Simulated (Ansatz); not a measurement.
Relaxed-ion elastic tensor of Mo (bcc (W type), Im-3m) in GPa (Voigt order), r²SCAN (plane waves, PAW; program Ansatz); density 10.19 g/cm³, 15.64 Å³ per atom.

```tsv
	1	2	3	4	5	6
1	494	162	162	0.0	0.0	0.0
2	162	494	162	0.0	0.0	0.0
3	162	162	494	0.0	0.0	0.0
4	0.0	0.0	0.0	106	0.0	0.0
5	0.0	0.0	0.0	0.0	106	0.0
6	0.0	0.0	0.0	0.0	0.0	106
```

Q: Is the crystal mechanically stable?

A: Yes: the smallest eigenvalue of C is 106 GPa.

Q: Work out the Voigt, Reuss and Hill averages.

A: K_V = 273, K_R = 273, K_H = 273; G_V = 130, G_R = 124, G_H = 127 GPa.

Q: Give Young's modulus, Poisson's ratio, Pugh's ratio and the universal anisotropy index.

A: E = 9KG/(3K + G) = 329 GPa; ν = 0.30; K/G = 2.15 (ductile by the Pugh limit of 1.75); A_U = 5G_V/G_R + K_V/K_R − 6 = 0.25.

Q: Estimate the sound speeds and the Debye temperature.

A: v_l = √((K + 4G/3)/ρ) = 6580 m/s, v_t = √(G/ρ) = 3520 m/s, mean 3940 m/s; Θ = (h/k)(3n/4πV)^(1/3) v_m = 469 K.

Q: Give the Zener ratio and Young's modulus along [100], [110] and [111].

A: A = 2C44/(C11 − C12) = 0.64; 1/E = S11 − 2(S11 − S12 − S44/2)Γ with Γ = 0, 1/4, 1/3 gives 413, 305, 281 GPa.

The cell was relaxed with r²SCAN under the symmetry of its start. The run is not spin-polarised. As this level gives no gap, shear constants depend on the k-mesh and smearing (Fermi–Dirac, 0.1 eV here).

Potentials: the earlier of the program's two PAW sets.
